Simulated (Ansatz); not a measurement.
MoRu₃ (Cu3Au type, space group No. 221) at seven volumes, plane-wave PAW r²SCAN (Ansatz code), scaled uniformly. One row is withheld.

```csv
V (Å³/atom),P (GPa)
12.763,?
13.184,22.67
13.605,10.39
14.025,0.00
14.446,-8.78
14.867,-16.19
15.288,-22.42
```

### Question
Fit the shown pressures and predict the withheld one.

### Answer
P = (3/2)B₀(x^(7/2) − x^(5/2))[1 + (3/4)(B′ − 4)(x − 1)] with x = (V₀/V)^(2/3). Least squares on the six rows gives V₀ = 14.025 Å³/atom, B₀ = 318 GPa, B′ = 4.64. At V = 12.763, x = 1.0649 and P = 37.34 GPa. The run itself gave 37.16 GPa.

Space group Pm-3m (Cu3Au type). The cell is a constructed one: a structure type filled with these elements; neither database checked (COD, Materials Project) lists it. Its standing as an ambient phase is unchecked. Symmetry was held in the r²SCAN relaxation; its stability against distortions is not shown here. The run is not spin-polarised.

Potentials: the earlier of the program's two PAW sets.
